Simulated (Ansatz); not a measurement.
## Does relaxation matter for the field gradients of CaO with Br replacing O?

Start: a supercell of CaO (rock salt type, Fm-3m) built from a structure deposited in the COD, with all atoms left at the host's positions.

```cif
data_Ca27BrO26
_symmetry_space_group_name_H-M 'Fm-3m'
_symmetry_Int_Tables_number 225
_cell_length_a 14.4390
_cell_length_b 14.4390
_cell_length_c 14.4390
_cell_angle_alpha 90.000
_cell_angle_beta 90.000
_cell_angle_gamma 90.000
loop_
_atom_site_label
_atom_site_type_symbol
_atom_site_symmetry_multiplicity
_atom_site_Wyckoff_symbol
_atom_site_fract_x
_atom_site_fract_y
_atom_site_fract_z
Ca1 Ca 32 f 0.3333 0.8333 0.8333
Ca2 Ca 24 e 0.5000 0.0000 0.8333
Ca6 Ca 48 h 0.8333 0.1667 0.0000
Ca27 Ca 4 a 0.0000 0.5000 0.5000
Br Br 4 b 0.5000 0.0000 0.0000
O29 O 48 i 0.6667 0.1667 0.0000
O32 O 32 f 0.8333 0.1667 0.1667
O42 O 24 e 0.0000 0.5000 0.3333
```

One atom of each set is listed; the run and its k-mesh use a cell of 54 atoms with edges of 10.21, 10.21, 10.21 Å.

Level of theory: DFT, PBE, plane waves and PAW, scalar-relativistic, 420 eV cutoff, Γ-centred 2×2×2 k-points, Fermi–Dirac smearing 0.01 eV, cell charge +1 (Ansatz 0.2.0).

The largest force at the start is 5.3 eV/Å. Relaxing the ions at fixed cell moves them by 0.245 Å at most (atom 5, Ca) and 0.084 Å rms.

| site | moved (Å) | first shell before | first shell after | V_zz before (10²¹ V/m²) | η before |
| --- | --- | --- | --- | --- | --- |
| Ca2 | 0.245 | 5 O at 2.41 Å, 1 Br at 2.41 Å | 5 O at 2.21–2.42 Å, 1 Br at 2.65 Å | 0.41 | 0.00 |
| Ca6 | 0.009 | 6 O at 2.41 Å | 6 O at 2.40–2.41 Å | -0.24 | 0.46 |
| Br | 0.000 | 6 Ca at 2.41 Å | 6 Ca at 2.65 Å | 0.00 | – |
| O29 | 0.005 | 6 Ca at 2.41 Å | 6 Ca at 2.40–2.42 Å | 1.03 | 0.07 |
| O32 | 0.012 | 6 Ca at 2.41 Å | 6 Ca at 2.40–2.41 Å | -0.13 | 0.00 |
| O42 | 0.048 | 6 Ca at 2.41 Å | 6 Ca at 2.21–2.41 Å | 0.26 | 0.00 |

Task: What are V_zz and η after the relaxation?

Result: 

```json
{"site": "Ca2", "V_zz after": "-0.97", "η after": "0.00", "change of V_zz": "-1.38"}
{"site": "Ca6", "V_zz after": "0.70", "η after": "0.23", "change of V_zz": "–"}
{"site": "Br", "V_zz after": "0.00", "η after": "–", "change of V_zz": "0.00"}
{"site": "O29", "V_zz after": "0.40", "η after": "0.18", "change of V_zz": "–"}
{"site": "O32", "V_zz after": "-0.074", "η after": "0.00", "change of V_zz": "+0.05"}
{"site": "O42", "V_zz after": "-1.35", "η after": "0.00", "change of V_zz": "-1.61"}
```

The largest change of V_zz along a kept axis is on O42, from 0.26 to -1.35. V_zz changes sign on Ca2 (same axis), O42 (same axis). On O29, Ca6 the largest principal value lies along another axis in the second run, so the two V_zz can't be compared directly. Other sites with |V_zz| of 0.02 or less aren't listed.

The defect repeats with the cell of 54 atoms, so it feels its images: sites between two images don't show the values beside a lone defect, and zeros or small values of η there can come from the images' arrangement. A uniform background compensates the cell's charge.
Before: The cell keeps the host's lattice, where the PBE pressure is 7 GPa (in a charged cell this depends on the convention for the mean potential). The neighbours have not yet relaxed around the defect (largest force 5.3 eV/Å), so the values at and beside it are those of a strained start, not of the defect in a real crystal.
After: The relaxation keeps the site symmetry m-3m of the start, so the impurity can't leave its site; a start off the site could end lower. The cell keeps the host's lattice, where the PBE pressure is 6 GPa (in a charged cell this depends on the convention for the mean potential).
